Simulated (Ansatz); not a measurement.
A geometry of SrTiO₃ away from equilibrium: step 3 of the relaxation of a generated trial cell of SrTiO3 in the AFLOW prototype ABC3_hR10_167_a_b_e (as in LiNbO3). Computed with r2SCAN (plane waves to 500 eV, PAW, scalar-relativistic; Ansatz, a quantum-chemistry and plane-wave program). Γ-centred k-mesh 5×5×5 on the run's cell (coarser than for final values), Fermi–Dirac smearing 0.05 eV. The plane waves were selected for a different cell earlier on the path.

```
SrTiO3
1.0
    2.73295     1.57787     4.47320
   -2.73295     1.57787     4.47320
    0.00000    -3.15574     4.47320
Sr Ti O
2 2 6
Direct
  0.25000   0.25000   0.25000
  0.75000   0.75000   0.75000
  0.00000   0.00000   0.00000
  0.50000   0.50000   0.50000
  0.69351   0.80649   0.25000
  0.25000   0.69351   0.80649
  0.80649   0.25000   0.69351
  0.30649   0.19351   0.75000
  0.75000   0.30649   0.19351
  0.19351   0.75000   0.30649
```

Task: Give the Cartesian forces on all atoms (eV/Å).

Result: 
```
atom     Fx     Fy    Fz
----  -----  -----  ----
Sr1    0.00   0.00  0.00
Sr2    0.00   0.00  0.00
Ti3    0.00   0.00  0.00
Ti4    0.00   0.00  0.00
O5     0.52   0.00  0.00
O6    -0.26   0.45  0.00
O7    -0.26  -0.45  0.00
O8    -0.52   0.00  0.00
O9     0.26  -0.45  0.00
O10    0.26   0.45  0.00
```

The path ends in R-3c (No. 167). No spin polarisation in the result.

The run could not lose the symmetry of its start: the end is stationary, and may be a saddle point rather than a minimum.

The end of the path is a generated cell of SrTiO3: the first start was made by placing the elements on the sites of a structure type, and the end was not matched to a known phase here, so it may be hypothetical. Known forms of SrTiO3 include space group No. 221.
